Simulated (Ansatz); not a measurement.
## NaHg$_{2}$: zone-centre modes under pressure

NaHg$_{2}$, P6/mmm, a = 4.956 Å, c = 3.092 Å. The structure is a COD entry; whether it is the stable form wasn't checked. Ansatz: LDA, PAW, 420 eV, Γ-centred 12×12×14 mesh on 3 atoms, Fermi-Dirac smearing 0.15 eV; no spin polarisation. Cell and atoms are relaxed at each pressure with the symmetry kept; optical modes at Γ by linear response, in cm⁻¹, matched by rank (the highest 3 distinct ones).

| P (GPa) | V (Å³/atom) | ω1 | ω2 | ω3 |
| --- | --- | --- | --- | --- |
| 0 | 21.926 | 103.4 | 108.0 | 139.5 |
| 2 | 21.025 | 112.2 | 116.0 | 153.1 |
| 6 | 19.763 | ? | ? | ? |

Get each mode's Grüneisen parameter γ = −d ln ω/d ln V from the other rows and predict the missing frequencies.

ln(V/V0) = 0.0000, -0.0420, -0.1039; a line through ln(ω/ω0) of the 2 known rows gives ω1: γ = 1.945, predicted 126.6, computed 126.7; ω2: γ = 1.701, predicted 128.9, computed 128.6; ω3: γ = 2.215, predicted 175.6, computed 174.4. The worst miss is 0.7 %, or 3 % of the shift under pressure, so a constant γ serves at that level. In a metal these frequencies hang on the mesh and smearing.

Spin–orbit coupling is left out, which can shift energies with elements as heavy as these.